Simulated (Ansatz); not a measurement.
## Li2GeI2: input and output

The input, for Ansatz 0.2.0 (plane waves, PAW):

```yaml
crystal:
  lattice:
    - [4.063217, 0.0, 0.0]
    - [-2.031609, 3.51885, 0.0]
    - [0.0, 0.0, 9.921152]
  atoms:
    - { symbol: Ge, position: [0.0, 0.0, 0.5] }
    - { symbol: I, position: [0.3333, 0.6667, 0.84441] }
    - { symbol: I, position: [0.6667, 0.3333, 0.15559] }
    - { symbol: Li, position: [0.3333, 0.6667, 0.34534] }
    - { symbol: Li, position: [0.6667, 0.3333, 0.65466] }
  symmetry: { tolerance: 0.0003 }
kpoints:
  mp_grid: { grid: [10, 10, 4], shift: [0, 0, 0] }
  band_path:
    path:
      - [0.0, 0.0, 0.0]
      - [0.5, 0.0, 0.0]
      - [0.33333333, 0.33333333, 0.0]
      - [0.0, 0.0, 0.0]
      - [0.0, 0.0, 0.5]
      - [0.5, 0.0, 0.5]
      - [0.33333333, 0.33333333, 0.5]
      - [0.0, 0.0, 0.5]
      - [0.5, 0.0, 0.5]
      - [0.5, 0.0, 0.0]
      - [0.33333333, 0.33333333, 0.5]
    npoints: 6
magnetization:
  spin_polarized: false
scf:
  occupations: { method: fermi_dirac }
  lower_state_search: "off"
  max_iter: 200
hamiltonian:
  pseudopotentials: { kind: paw }
  xc: pbe
basis:
  ecutwfc: 420
  fft_grid_basis: typed
output:
  forces: true
  stress: true
  eigenvalues: true
  bader: true
  populations: true
  elf: true
  write_potential: true
  volumetric_format: npy
  dos:
    e_range: [-12, 8]
    de: 0.05
    projected: { site_lists: { Ge: [Ge], I: [I], Li: [Li] } }
checkpoint:
  read: saved_state
```

The saved state is an earlier solution for the same cell, perhaps on another mesh. 

Excerpt of what it printed:

```
Warning: the atoms were moved onto the symmetric positions of the space group found under crystal.symmetry.tolerance 3.0e-4 (fractional; no operation is sought that the atoms, as they stand in a round, miss by more than twice it, and no atom is moved by as much as it), and the run uses the moved positions.
Pseudopotentials: kind: paw
Pseudopotential: Ge, paw, valence charge 14, recommended cutoff 420 eV (normal), Ge.paw.azcp
Pseudopotential: I, paw, valence charge 17, recommended cutoff 420 eV (normal), I.paw.azcp
Pseudopotential: Li, paw, valence charge 3, recommended cutoff 420 eV (normal), Li.paw.azcp
Functional definition: PBE
  exchange = pbe_x(kappa = kappa, mu = beta*pi^2/3)
  correlation = pbe_c(beta = beta)
Crystal: 5 atoms, lattice volume = 141.851 Å³
Basis set: ecut = 420 eV, 2793 PW (Γ), exchange–correlation on 60×60×144 points (8 copies of the dense FFT grid, shifted against one another)
Bands: 33, of which v1, the nominal top of the filled ones, is band 27 counted from 1 (26 counted from 0)
Symmetry: 12 space group operations
Space group: P-3m1 (ITA 164), of the structure as read, at distance tolerance 1.6e-3 Å
k-points: 50 of 400
Initial density: read from a saved state, or passed on in memory by an earlier SCF of this step, an earlier step, the calling program or the single point that the run made first
Functional: x = pbe(κ = 0.804, μ = 0.2195), c = pbe(β = 0.0667)
SCF iter   1: F=—  Δρ=4.10e-4  dr2=4.09e-4
SCF iter   2: F=—  Δρ=1.29e-4  dr2=5.70e-5
SCF iter   3: F=—  Δρ=5.13e-5  dr2=7.90e-6
SCF iter   4: F=—  Δρ=3.28e-5  dr2=1.60e-6
SCF iter   5: F=—  Δρ=9.21e-6  dr2=1.60e-7
SCF iter   6: F=-19731.2463 eV  Δρ=2.15e-6  dr2=1.10e-8
Free energy (F): -19731.2463 eV
Harris-Foulkes:  -19731.2463 eV  (|F-HF|=3.34e-9)
Internal energy: -19731.1514 eV  (E = F + TS)
E sigma→0 (E₀):  -19731.1989 eV
Entropy (-TS):   -0.0949 eV (-18.977 meV/atom)
Fermi energy:    4.5179 eV
--- Per-component energies (eV) ---
  E_band       = -1156.2992
  E_kinetic    = 526.5280
  E_local      = -6830.0779  (includes V_loc(G=0)·N_el)
  E_nonlocal   = 165.0403
  E_hartree    = 3244.1432
  E_xc         = -349.8799
  E_vxc        = -344.8194  (∫ρ·V_xc dr)
  E_paw        = -11688.7019  (= ΣΔE_a)
  E_vpaw       = -1161.2608  (= ΣTr[D̂ρ^β])
  E_aug_tail   = 0.0003  (compensation charges beyond the density's cutoff)
  E_ewald      = -4798.2035
  E_smearing   = -0.0949  (= −TS)
--- Forces (eV/Å), atoms counted from 1 ---
  atom   1  Ge     0.0000     0.0000     0.0000
  atom   2  I      0.0000     0.0000    -1.1288
  atom   3  I      0.0000     0.0000     1.1288
  atom   4  Li     0.0000     0.0000    -0.8868
  atom   5  Li     0.0000     0.0000     0.8868
--- Stress (GPa, compression-positive) ---
       -0.4574       0.0000       0.0000
        0.0000      -0.4574       0.0000
        0.0000       0.0000      -4.1423
  P = ⅓ Tr σ = -1.6857 GPa (-16.857 kbar)
--- Löwdin populations: 5 sites ---
  site symbol       q [e]
     0     Ge     14.4731
     1      I     17.2652
     2      I     17.2652
     3     Li      2.3988
     4     Li      2.3988
  spilling = 0.0037 (of n_electrons = 54.0000)
--- Bader charges: 5 sites ---
  site symbol  charge [e]  shift [e]
     0     Ge     -0.6254     0.0010
     1      I     -0.5480     0.0003
     2      I     -0.5480     0.0003
     3     Li      0.8607     0.0007
     4     Li      0.8607     0.0007
```

Origin: a known structure type with other elements, at an estimated volume, so it need not be a known compound.
